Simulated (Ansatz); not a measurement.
# Structure relaxation, SiNi

The start is a generated cell, SiNi built in the CoSn structure type. A full variable-cell relaxation at zero pressure is run with r2SCAN (plane waves to 500 eV, PAW, scalar-relativistic; Ansatz, a first-principles code). The first steps use a coarse 6×6×6 k-mesh.

Initial structure:
```
SiNi
1.0
    4.73561     0.00000     0.00000
   -2.36781     4.10116     0.00000
    0.00000     0.00000     3.82123
Ni Si
3 3
Cartesian
  2.36781   0.00000   0.00000
  1.18390   2.05058   0.00000
 -1.18390   2.05058   0.00000
  0.00000   0.00000   0.00000
  0.00000   2.73411   1.91062
  2.36781   1.36705   1.91062
```
Spin-polarised start, with parallel moments on Ni.

```json
{
  "initial_pressure": "+4 GPa (positive: the cell is compressed)",
  "energy_released": "0.01 eV/atom",
  "volume_change": "+2.1 %, from 12.37 to 12.63 Å³/atom",
  "Shortest distances (start → end)": "The closest pairs of elements (up to four, under 3.6 Å), start → end: Ni–Si 2.35 → 2.35 Å; Ni–Ni 2.37 → 2.40 Å; Si–Si 2.73 → 2.77 Å",
  "band_gap_at_the_end": "no gap (metallic)",
  "optimiser_moves": "8"
}
```

Final values are on a 11×11×12 k-mesh of the relaxed cell. Spin state reached: ferromagnetic (net 0.06 μB/atom), from parallel starting moments; other spin orders were not run from this start. r2SCAN tends to overstate moments in metals.

The run could not lose the symmetry of its start: the end is stationary, and may be a saddle point rather than a minimum.

All atoms sit on sites fixed by symmetry, so only the cell could relax.

The relaxed structure here is a generated cell of SiNi: the first start was made by placing the elements on the sites of a structure type, and the end was not matched to a known phase here, so it may be hypothetical. Known forms of SiNi include space group No. 62.
